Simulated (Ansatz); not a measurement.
Co2Si in space group Pnma (No. 62; Si on 4c, Co on 4c, Co on 4c) under volume change, plane-wave PAW r²SCAN (Ansatz code), shape and atoms relaxed at each volume.

| V (Å³/atom) | E − E(relaxed) (meV/atom) | P (GPa) |
|---|---|---|
| 9.497 | 73.3 | 27.15 |
| 9.810 | 30.7 | 16.67 |
| 10.123 | 7.2 | 7.60 |
| 10.436 | 0.0 | 0.00 |
| 10.749 | 6.4 | -6.36 |
| 11.062 | 24.2 | -11.64 |
| 11.375 | 51.2 | -15.83 |

Task: What does a third-order Birch–Murnaghan fit give for V₀, B₀ and B′?

Result: V₀ = 10.44 Å³/atom, B₀ = 229 GPa, B′ = 4.9.

The r²SCAN relaxation kept the symmetry of its start. Spin order of the final state: ferromagnetic, chosen from 4 collinear starts compared on coarse meshes (ties went to the first, and starts can fall back to one state), not a proven ground state. Other orbital occupations within this spin state were not tried.

Potentials: the later of the program's two PAW sets.
